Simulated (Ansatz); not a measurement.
Ta2SnN:
```xyz
8
Lattice="3.2643 0.0000 0.0000 -1.6322 2.8270 0.0000 0.0000 0.0000 13.6140" Properties=species:S:1:pos:R:3 pbc="T T T"
Sn     0.0000     1.8846    10.2105
Sn     1.6322     0.9423     3.4035
Ta     0.0000     1.8846     1.0994
Ta     1.6322     0.9423     7.9064
Ta     1.6322     0.9423    12.5146
Ta     0.0000     1.8846     5.7076
N      0.0000     0.0000     0.0000
N      0.0000     0.0000     6.8070
```

Relaxed with PBE. Special points in fractions of this cell's reciprocal vectors: Γ (0.000, 0.000, 0.000); M (0.500, 0.000, 0.000); K (0.333, 0.333, 0.000); A (0.000, 0.000, 0.500); L (0.500, 0.000, 0.500); H (0.333, 0.333, 0.500).

Task: List the band energies nearest the Fermi level at these points for the program Ansatz at the PBE level (PAW).

Result: In eV from the Fermi level; about four levels below and three above (degenerate sets whole), none deeper than 8.9 eV; points with the same levels are listed once.

| k | below | above |
|---|---|---|
| Γ | -1.42 -1.42 -1.33 -0.41 | 0.46 0.46 0.55 |
| M | -3.93 -3.89 -3.36 -3.28 | 0.14 0.25 0.44 |
| K | -1.06 -1.06 -0.35 -0.28 -0.28 | 0.65 2.09 2.09 |
| A | -1.43 -1.43 -1.43 -1.43 -0.70 -0.70 | 0.61 0.61 0.61 0.61 |
| L | -3.90 -3.90 -3.32 -3.32 | 0.18 0.18 0.50 0.50 |
| H | -1.51 -1.51 -1.32 -1.32 | 0.05 0.05 1.57 1.57 |

Space group P6_3/mmc. The start of the workflow was typed in or built on a structure type; neither database checked (COD, Materials Project) lists it. Its standing as an ambient phase is unchecked. The PBE relaxation kept the symmetry of its start; whether a distortion lowers the energy is not shown. No spin polarisation was allowed. Spin–orbit coupling is left out wherever it is not named.

Potentials: the earlier of the program's two PAW sets.
